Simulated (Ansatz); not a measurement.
## Is this Sr2BeCl6 structure stable?

The cell was found from a structure generator's guess, not taken from experiment.

Level of theory: Ansatz 0.2.0, DFT PBE, scalar-relativistic, plane waves, PAW. The final run on the 9-atom cell used 420 eV, a Γ-centred 4×4×4 mesh, 0.02 eV smearing and no spin polarisation.

```
CELL_PARAMETERS angstrom
0.00000 4.66235 4.66235
4.66235 0.00000 4.66235
4.66235 4.66235 0.00000
ATOMIC_POSITIONS crystal
Sr 0.25000 0.25000 0.25000
Sr 0.75000 0.75000 0.75000
Be 0.00000 0.00000 0.00000
Cl 0.75876 0.24124 0.24124
Cl 0.24124 0.75876 0.75876
Cl 0.24124 0.75876 0.24124
Cl 0.75876 0.24124 0.75876
Cl 0.24124 0.24124 0.75876
Cl 0.75876 0.75876 0.24124
```

Formation energies are uncorrected and refer to the elements' standard structures at the same level (Cl₂ as a molecule).

Q: These tests were run: energy against the elements; phonons at Γ. What do they show?

A:

```json
{"test": "energy against the elements", "result": "−1.954 eV/atom"}
{"test": "phonons at Γ", "result": "imaginary modes down to 101i cm⁻¹"}
```

It fails one test: phonons at Γ. So it isn't even a local minimum.

The run for the phonons used a 4×4×4 k mesh.
